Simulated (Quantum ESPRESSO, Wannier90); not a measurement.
# Wannier functions of AgBr (rock salt)

Cell from Materials Project (mp-23231), symmetrised, no further relaxation. COD (Crystallography Open Database) has an entry of this formula and space group (matched by these alone). Level: PBEsol, no spin polarisation, no spin-orbit coupling; pw.x of Quantum ESPRESSO at 66 Ry with PseudoDojo potentials, 10×10×10 k-points, Wannier90. Density: 10×10×10 mesh, Gaussian smearing 0.01 Ry. Spin-orbit coupling, left out, would split the p-like bands by a few tenths of an eV.

On the energy scale of pw.x, whose zero is arbitrary, the valence-band maximum lies at 7.74 eV.

Input w.win:

```
num_bands = 9
num_wann = 9
exclude_bands = 1-4,14-22
num_iter = 800
conv_tol = 1.0e-6
conv_window = 4
write_hr = true
write_u_matrices = true
auto_projections = true
begin unit_cell_cart
ang
    0.0000000000    2.8921700000    2.8921700000
    2.8921700000    0.0000000000    2.8921700000
    2.8921700000    2.8921700000    0.0000000000
end unit_cell_cart
begin atoms_frac
Ag   0.0000000000  0.0000000000  0.0000000000
Br   0.5000000000  0.5000000000  0.5000000000
end atoms_frac
mp_grid = 10 10 10
begin kpoints
0.0000000000 0.0000000000 0.0000000000
0.0000000000 0.0000000000 0.1000000000
0.0000000000 0.0000000000 0.2000000000
... (997 more lines: the 10x10x10 mesh through Gamma)
end kpoints
```

Input of pw2wannier90.x that gives the overlap and projection files (equivalent; here they were cut from one run over all bands):

```
&inputpp
  outdir = './out'
  prefix = 'pwscf'
  seedname = 'w'
  write_amn = .true.
  write_mmn = .true.
  scdm_proj = .true.
  scdm_entanglement = 'isolated'
/
```

Output w.wout (banner and timings cut):

```
                                    ------
                                    SYSTEM
                                    ------

                              Lattice Vectors (Ang)
                    a_1     0.000000   2.892170   2.892170
                    a_2     2.892170   0.000000   2.892170
                    a_3     2.892170   2.892170   0.000000

                   Unit Cell Volume:      48.38396  (Ang^3)

                        Reciprocal-Space Vectors (Ang^-1)
                    b_1    -1.086241   1.086241   1.086241
                    b_2     1.086241  -1.086241   1.086241
                    b_3     1.086241   1.086241  -1.086241

 *----------------------------------------------------------------------------*
 |   Site       Fractional Coordinate          Cartesian Coordinate (Ang)     |
 +----------------------------------------------------------------------------+
 | ag   1   0.00000   0.00000   0.00000   |    0.00000   0.00000   0.00000    |
 | br   1   0.50000   0.50000   0.50000   |    2.89217   2.89217   2.89217    |
 *----------------------------------------------------------------------------*
                                ------------
                                K-POINT GRID
                                ------------

             Grid size = 10 x 10 x 10      Total points = 1000

 *---------------------------------- MAIN ------------------------------------*
 |  Number of Wannier Functions               :                 9             |
 |  Number of Objective Wannier Functions     :                 9             |
 |  Number of input Bloch states              :                 9             |
 |  Output verbosity (1=low, 5=high)          :                 1             |
 |  Timing Level (1=low, 5=high)              :                 1             |
 |  Optimisation (0=memory, 3=speed)          :                 3             |
 |  Length Unit                               :               Ang             |
 |  Post-processing setup (write *.nnkp)      :                 F             |
 |  Using Gamma-only branch of algorithms     :                 F             |
 *----------------------------------------------------------------------------*
 *------------------------------- WANNIERISE ---------------------------------*
 |  Total number of iterations                :               800             |
 |  Number of CG steps before reset           :                 5             |
 |  Trial step length for line search         :             2.000             |
 |  Convergence tolerence                     :         0.100E-05             |
 |  Convergence window                        :                 4             |
 |  Iterations between writing output         :                 1             |
 |  Iterations between backing up to disk     :               100             |
 |  Write r^2_nm to file                      :                 F             |
 |  Write xyz WF centres to file              :                 F             |
 |  Write on-site energies <0n|H|0n> to file  :                 F             |
 |  Use guiding centre to control phases      :                 F             |
 |  Use phases for initial projections        :                 F             |
 *----------------------------------------------------------------------------*
 *-------------------------------- PLOTTING ----------------------------------*
 |  Plotting Hamiltonian in WF basis          :                 T             |
 *----------------------------------------------------------------------------*

 *---------------------------------- K-MESH ----------------------------------*
 +----------------------------------------------------------------------------+
 |                    Distance to Nearest-Neighbour Shells                    |
 |                    ------------------------------------                    |
 |          Shell             Distance (Ang^-1)          Multiplicity         |
 |          -----             -----------------          ------------         |
 |             1                   0.188142                      8            |
 |             2                   0.217248                      6            |
 |             3                   0.307235                     12            |
 |             4                   0.360265                     24            |
 |             5                   0.376285                      8            |
 |             6                   0.434496                      6            |
 |             7                   0.473481                     24            |
 |             8                   0.485782                     24            |
       ... (lines left out)
 +----------------------------------------------------------------------------+
 | The b-vectors are chosen automatically                                     |
 | The following shells are used:                       1                     |
 +----------------------------------------------------------------------------+
 |                        Shell   # Nearest-Neighbours                        |
 |                        -----   --------------------                        |
 |                          1               8                                 |
 +----------------------------------------------------------------------------+
 | Completeness relation is fully satisfied [Eq. (B1), PRB 56, 12847 (1997)]  |
 +----------------------------------------------------------------------------+
 |                  b_k Vectors (Ang^-1) and Weights (Ang^2)                  |
 |                  ----------------------------------------                  |
 |            No.         b_k(x)      b_k(y)      b_k(z)        w_b           |
 |            ---        --------------------------------     --------        |
 |             1         0.108624    0.108624   -0.108624    10.593950        |
 |             2         0.108624   -0.108624    0.108624    10.593950        |
 |             3        -0.108624    0.108624    0.108624    10.593950        |
 |             4         0.108624    0.108624    0.108624    10.593950        |
 |             5        -0.108624   -0.108624    0.108624    10.593950        |
 |             6        -0.108624    0.108624   -0.108624    10.593950        |
 |             7         0.108624   -0.108624   -0.108624    10.593950        |
 |             8        -0.108624   -0.108624   -0.108624    10.593950        |
 +----------------------------------------------------------------------------+
 |                           b_k Directions (Ang^-1)                          |
 |                           -----------------------                          |
 |            No.           x           y           z                         |
 |            ---        --------------------------------                     |
 |             1         0.108624    0.108624   -0.108624                     |
 |             2         0.108624   -0.108624    0.108624                     |
 |             3        -0.108624    0.108624    0.108624                     |
 |             4         0.108624    0.108624    0.108624                     |
 +----------------------------------------------------------------------------+

 Starting a new Wannier90 calculation ...

 Reading overlaps from w.mmn

 Reading projections from w.amn

 *------------------------------- WANNIERISE ---------------------------------*
 +--------------------------------------------------------------------+<-- CONV
 | Iter  Delta Spread     RMS Gradient      Spread (Ang^2)            |<-- CONV
 +--------------------------------------------------------------------+<-- CONV

 ------------------------------------------------------------------------------
 Initial State
  WF centre and spread    1  ( -0.000295, -0.001475,  0.006116 )     0.88390776
  WF centre and spread    2  (  0.006240,  0.000541, -0.003966 )     0.92140402
  WF centre and spread    3  (  0.001421, -0.004636, -0.015974 )     0.94650102
  WF centre and spread    4  ( -0.002796,  0.001004, -0.000450 )     0.84835582
  WF centre and spread    5  (  0.011752, -0.000466, -0.001468 )     0.94171907
  WF centre and spread    6  (  2.389325,  0.058468, -0.072112 )     1.60838319
  WF centre and spread    7  (  0.274717, -2.507487, -0.182340 )     1.59676033
  WF centre and spread    8  (  0.159213,  2.434318, -0.137081 )     1.63625664
  WF centre and spread    9  (  0.052461,  0.020359, -2.484532 )     1.82501307
  Sum of centres and spreads (  2.892038,  0.000625, -2.891807 )    11.20830094

      0     0.112E+02     0.0000000000       11.2083009397  <-- CONV
        O_D=      0.0690924 O_OD=      2.0452413 O_TOT=     11.2083009 <-- SPRD
 ------------------------------------------------------------------------------
      1    -0.424E+00     0.2169701078       10.7846663128  <-- CONV
        O_D=      0.0267007 O_OD=      1.6639985 O_TOT=     10.7846663 <-- SPRD
      2    -0.213E+00     0.2142684810       10.5717469720  <-- CONV
        O_D=      0.0121668 O_OD=      1.4656130 O_TOT=     10.5717470 <-- SPRD
      3    -0.985E-01     0.1859415651       10.4732224049  <-- CONV
        O_D=      0.0073779 O_OD=      1.3718773 O_TOT=     10.4732224 <-- SPRD
      4    -0.565E-01     0.1702835169       10.4167429982  <-- CONV
        O_D=      0.0070124 O_OD=      1.3157634 O_TOT=     10.4167430 <-- SPRD
      5    -0.344E-01     0.1173568676       10.3823444801  <-- CONV
        O_D=      0.0059431 O_OD=      1.2824343 O_TOT=     10.3823445 <-- SPRD
       ... (lines left out)
    100    -0.221E-04     0.0028242804       10.3139628239  <-- CONV
        O_D=      0.0000466 O_OD=      1.2199490 O_TOT=     10.3139628 <-- SPRD
       ... (lines left out)
    174    -0.822E-06     0.0005517509       10.3135208150  <-- CONV
        O_D=      0.0000457 O_OD=      1.2195080 O_TOT=     10.3135208 <-- SPRD
    175    -0.782E-06     0.0007212921       10.3135200330  <-- CONV
        O_D=      0.0000456 O_OD=      1.2195073 O_TOT=     10.3135200 <-- SPRD
    176    -0.820E-06     0.0005142760       10.3135192132  <-- CONV
        O_D=      0.0000456 O_OD=      1.2195065 O_TOT=     10.3135192 <-- SPRD
             <<<     Delta < 1.000E-06  over  4 iterations     >>>
             <<< Wannierisation convergence criteria satisfied >>>
 Final State
  WF centre and spread    1  ( -0.000035, -0.000034,  0.000342 )     0.79140764
  WF centre and spread    2  ( -0.000119,  0.000017,  0.000194 )     0.80307353
  WF centre and spread    3  (  0.000041, -0.000031,  0.000125 )     0.81391877
  WF centre and spread    4  ( -0.000501, -0.000208, -0.000001 )     0.76424756
  WF centre and spread    5  ( -0.000045,  0.000009,  0.000098 )     0.82082478
  WF centre and spread    6  (  2.418955,  0.054803, -0.107323 )     1.57558220
  WF centre and spread    7  (  0.255416, -2.532868, -0.205639 )     1.58316177
  WF centre and spread    8  (  0.158505,  2.464425, -0.171378 )     1.57970483
  WF centre and spread    9  (  0.061462,  0.014449, -2.410294 )     1.58159812
  Sum of centres and spreads (  2.893677,  0.000563, -2.893877 )    10.31351921

         Spreads (Ang^2)       Omega I      =     9.093967153
        ================       Omega D      =     0.000045564
                               Omega OD     =     1.219506496
    Final Spread (Ang^2)       Omega Total  =    10.313519213
```
